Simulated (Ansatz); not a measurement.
Strain response of Cd

The calculation used Ansatz, DFT r2SCAN, scalar-relativistic, plane waves, PAW. Settings: 500 eV cutoff, 24×24×10 k-mesh, Gaussian smearing of 0.10 eV, no spin polarisation.

Starting point, cell and atoms relaxed:

```
Cd
1.0
     2.96178    0.00000    0.00000
    -1.48089    2.56498    0.00000
     0.00000    0.00000    5.79703
Cd
2
Direct
  0.33333 0.66667 0.25000
  0.66667 0.33333 0.75000
```

Deformation: c alone is stretched, the rest of the cell is held and the atoms relax, all within the symmetry that the strain leaves. Energies are extrapolated to zero smearing. On this cell's mesh the reference holds a stress of up to 0.18 GPa.

```
strain (%)  ΔE (meV/atom) a (Å) b (Å) c (Å)
      -6.0           13.3  2.962  2.962  5.449
      -4.0            5.1  2.962  2.962  5.565
      -2.0            1.0  2.962  2.962  5.681
      +0.0            0.0  2.962  2.962  5.797
      +2.0            1.8  2.962  2.962  5.913
      +4.0            5.8  2.962  2.962  6.029
      +6.0           11.0  2.962  2.962  6.145
```

Task: What stiffness (1/V) d²E/dε² at zero strain does a cubic fit over all points give?

Result: A cubic fit gives (1/V) d²E/dε² = 49 GPa at zero strain (the elastic constant along c at held a and b).